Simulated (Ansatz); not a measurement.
A relaxation computed with Ansatz, from input to last step.

```yaml
crystal:
  lattice:
    - [5.5480914884, 0.0, 0.0]
    - [0.0, 5.5480914884, 0.0]
    - [0.0, 0.0, 5.5480914884]
  atoms:
    - { symbol: Fe, position: [0.5, 0.5, 0.5], spin: 3.14 }
    - { symbol: Fe, position: [0.5, 0.0, 0.5], spin: 3.12 }
    - { symbol: Fe, position: [0.5, 0.5, 0.0], spin: 3.12 }
    - { symbol: Fe, position: [0.0, 0.5, 0.5], spin: 3.12 }
    - { symbol: Fe, position: [0.5, 0.0, 0.0], spin: 3.04 }
    - { symbol: Fe, position: [0.0, 0.0, 0.5], spin: 3.04 }
    - { symbol: Fe, position: [0.0, 0.5, 0.0], spin: 3.04 }
    - { symbol: Fe, position: [0.2482055985, 0.2482055985, 0.2482055985], spin: 3.12 }
    - { symbol: Fe, position: [0.2482055985, 0.7517944015, 0.2482055985], spin: 3.12 }
    - { symbol: Fe, position: [0.2482055985, 0.2482055985, 0.7517944015], spin: 3.12 }
    - { symbol: Fe, position: [0.7517944015, 0.2482055985, 0.2482055985], spin: 3.12 }
    - { symbol: Fe, position: [0.7517944015, 0.7517944015, 0.2482055985], spin: 3.12 }
    - { symbol: Fe, position: [0.2482055985, 0.7517944015, 0.7517944015], spin: 3.12 }
    - { symbol: Fe, position: [0.7517944015, 0.2482055985, 0.7517944015], spin: 3.12 }
    - { symbol: Fe, position: [0.7517944015, 0.7517944015, 0.7517944015], spin: 3.12 }
    - { symbol: Co, position: [0.0, 0.0, 0.0], spin: 2.13 }
basis:
  ecutwfc: 500
kpoints:
  mp_grid: { grid: [6, 6, 6] }
hamiltonian:
  xc: r2scan
scf:
  occupations: { method: gaussian, width: 0.1 }
output:
  forces: true
  stress: true
  eigenvalues: true
  populations: true
magnetization:
  spin_polarized: true
relax:
  adjacent_minimum: "off"
  f_tol: 0.01
  max_steps: 30
```

```bash
ansatz run input.yaml --threads 4 --pin off --max-ram 10240MiB --backend cpu --events-out ev --progress --plain --runs-dir out
```

Level of theory: Ansatz, DFT r2SCAN, scalar-relativistic, plane waves, PAW.

The volume is held at 0.91 times that of the relaxed cell.

Of 3 frames 3 are shown, positions in Å and forces in eV/Å; the SCF threshold varies from step to step.

```xyz
16
Lattice="5.5481 0.0000 0.0000 0.0000 5.5481 0.0000 0.0000 0.0000 5.5481" Properties=species:S:1:pos:R:3:forces:R:3 pbc="T T T" step=1 free_energy_over_end_meV_per_atom=0.04
Fe    2.7740    2.7740    2.7740    0.0000    0.0000    0.0000
Fe    2.7740    0.0000    2.7740    0.0000    0.0000    0.0000
Fe    2.7740    2.7740    0.0000    0.0000    0.0000    0.0000
Fe    0.0000    2.7740    2.7740    0.0000    0.0000    0.0000
Fe    2.7740    0.0000    0.0000    0.0000    0.0000    0.0000
Fe    0.0000    0.0000    2.7740    0.0000    0.0000    0.0000
Fe    0.0000    2.7740    0.0000    0.0000    0.0000    0.0000
Fe    1.3771    1.3771    1.3771    0.0319    0.0319    0.0319
Fe    1.3771    4.1710    1.3771    0.0319   -0.0319    0.0319
Fe    1.3771    1.3771    4.1710    0.0319    0.0319   -0.0319
Fe    4.1710    1.3771    1.3771   -0.0319    0.0319    0.0319
Fe    4.1710    4.1710    1.3771   -0.0319   -0.0319    0.0319
Fe    1.3771    4.1710    4.1710    0.0319   -0.0319   -0.0319
Fe    4.1710    1.3771    4.1710   -0.0319    0.0319   -0.0319
Fe    4.1710    4.1710    4.1710   -0.0319   -0.0319   -0.0319
Co    0.0000    0.0000    0.0000    0.0000    0.0000    0.0000
16
Lattice="5.5481 0.0000 0.0000 0.0000 5.5481 0.0000 0.0000 0.0000 5.5481" Properties=species:S:1:pos:R:3:forces:R:3 pbc="T T T" step=2 free_energy_over_end_meV_per_atom=0.01
Fe    2.7740    2.7740    2.7740    0.0000    0.0000    0.0000
Fe    2.7740    0.0000    2.7740    0.0000    0.0000    0.0000
Fe    2.7740    2.7740    0.0000    0.0000    0.0000    0.0000
Fe    0.0000    2.7740    2.7740    0.0000    0.0000    0.0000
Fe    2.7740    0.0000    0.0000    0.0000    0.0000    0.0000
Fe    0.0000    0.0000    2.7740    0.0000    0.0000    0.0000
Fe    0.0000    2.7740    0.0000    0.0000    0.0000    0.0000
Fe    1.3780    1.3780    1.3780    0.0143    0.0143    0.0143
Fe    1.3780    4.1701    1.3780    0.0143   -0.0143    0.0143
Fe    1.3780    1.3780    4.1701    0.0143    0.0143   -0.0143
Fe    4.1701    1.3780    1.3780   -0.0143    0.0143    0.0143
Fe    4.1701    4.1701    1.3780   -0.0143   -0.0143    0.0143
Fe    1.3780    4.1701    4.1701    0.0143   -0.0143   -0.0143
Fe    4.1701    1.3780    4.1701   -0.0143    0.0143   -0.0143
Fe    4.1701    4.1701    4.1701   -0.0143   -0.0143   -0.0143
Co    0.0000    0.0000    0.0000    0.0000    0.0000    0.0000
16
Lattice="5.5481 0.0000 0.0000 0.0000 5.5481 0.0000 0.0000 0.0000 5.5481" Properties=species:S:1:pos:R:3:forces:R:3 pbc="T T T" step=3 free_energy_over_end_meV_per_atom=0.00
Fe    2.7740    2.7740    2.7740    0.0000    0.0000    0.0000
Fe    2.7740    0.0000    2.7740    0.0000    0.0000    0.0000
Fe    2.7740    2.7740    0.0000    0.0000    0.0000    0.0000
Fe    0.0000    2.7740    2.7740    0.0000    0.0000    0.0000
Fe    2.7740    0.0000    0.0000    0.0000    0.0000    0.0000
Fe    0.0000    0.0000    2.7740    0.0000    0.0000    0.0000
Fe    0.0000    2.7740    0.0000    0.0000    0.0000    0.0000
Fe    1.3787    1.3787    1.3787    0.0000    0.0000    0.0000
Fe    1.3787    4.1694    1.3787    0.0000    0.0000    0.0000
Fe    1.3787    1.3787    4.1694    0.0000    0.0000    0.0000
Fe    4.1694    1.3787    1.3787    0.0000    0.0000    0.0000
Fe    4.1694    4.1694    1.3787    0.0000    0.0000    0.0000
Fe    1.3787    4.1694    4.1694    0.0000    0.0000    0.0000
Fe    4.1694    1.3787    4.1694    0.0000    0.0000    0.0000
Fe    4.1694    4.1694    4.1694    0.0000    0.0000    0.0000
Co    0.0000    0.0000    0.0000    0.0000    0.0000    0.0000
```

The run took 2 min on 4 threads of Intel(R) Xeon(R) 6975P-C (Granite Rapids), on a shared host, peak memory 2.8 GiB.

The state reached may not be the lowest one. Only parallel moments were tried here.